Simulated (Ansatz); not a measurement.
Data:

Relaxed ZnO (wurtzite):

```xyz
4
Lattice="3.2796 0.0000 0.0000 -1.6398 2.8402 0.0000 0.0000 0.0000 5.2933" Properties=species:S:1:pos:R:3 pbc="T T T"
Zn     1.6398     0.9467     0.0114
Zn     0.0000     1.8935     2.6580
O      1.6398     0.9467     3.2980
O      0.0000     1.8935     0.6513
```

Two-dimensional scan of atom 3 (O, nearest neighbour Zn at 1.999 Å; its periodic images, 3.3 Å or more away, move with it): u runs along (1.000, 0.000, 0.000), v along (0.000, 0.000, 1.000) (Cartesian). Cell and other atoms are fixed.

Method: PBE (plane waves to 420 eV, PAW, scalar-relativistic; Ansatz, an electronic-structure program). k mesh 9×9×5 (Γ-centred), Fermi-Dirac smearing 0.05 eV. Energies are smeared free energies. ZnO was relaxed with its symmetry unable to fall. ΔE is measured from the undisplaced structure. Axes are in Å.

The scan covers u from -0.500 to 0.500 Å in 7 points and v from -0.500 to 0.500 Å in 7 points.

Problem. In which direction of the plane is the atom held most weakly?

Solution. Along u.

Problem. Is the undisplaced position a minimum, a maximum or a saddle of this map?

Solution. A minimum.

Problem. What are the two principal curvatures of the energy at the centre?

Solution. 7.1 and 10.2 eV/Å².

(For displaced atoms, the force is minus the slope of the energy, and its curvature is a force constant, which sets phonon frequencies.)
